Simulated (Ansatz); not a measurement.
**Structures of AlSi2: which is lowest?**

Plane-wave DFT in Ansatz with scalar-relativistic PAW potentials, cutoff 420 eV, Γ-centred meshes chosen by cell and gap, Gaussian smearing with energies taken to zero width. Every cell was relaxed (cell and atoms) in a run of its own, within the symmetry of its start. Functional: PBE.

Relaxed structures (starts from databases or built by putting these elements on another compound's sites):
A. P-4m2, 3 atoms in the computed cell, a = 3.515 Å, c = 4.172 Å; sites (symmetry × multiplicity) Al -4m2 × 1, Si 2mm. × 2; start: built
B. I4/mmm, 3 atoms in the computed cell, a = 3.335 Å, c = 8.194 Å; sites (symmetry × multiplicity) Al 4/mmm × 2, Si 4mm × 4; start: built
C. P4_2/mnm, 6 atoms in the computed cell, a = 5.191 Å, c = 4.572 Å; sites (symmetry × multiplicity) Al m.mm × 2, Si m.2m × 4; start: built

Task: Rank them by energy. Could pressure change the order?

Result:
| structure | group | E − E(lowest) (meV/atom) | V (Å³/atom) | gap on mesh (eV) |
| --- | --- | --- | --- | --- |
| A | P-4m2 | 0.0 | 17.19 | 0.00 |
| B | I4/mmm | 38 | 15.19 | 0.00 |
| C | P4_2/mnm | 497 | 20.53 | 0.00 |

A is lowest, 38 meV/atom under B. B is denser by 1.99 Å³/atom, so pressure favours it: ΔE/ΔV, with ΔE in eV and 1 eV/Å³ = 160.2 GPa, gives about 3.1 GPa for equal enthalpy if both cells were rigid, a rough figure since the two compress differently. Other structures may lie lower than all of these, and vibrations aren't counted.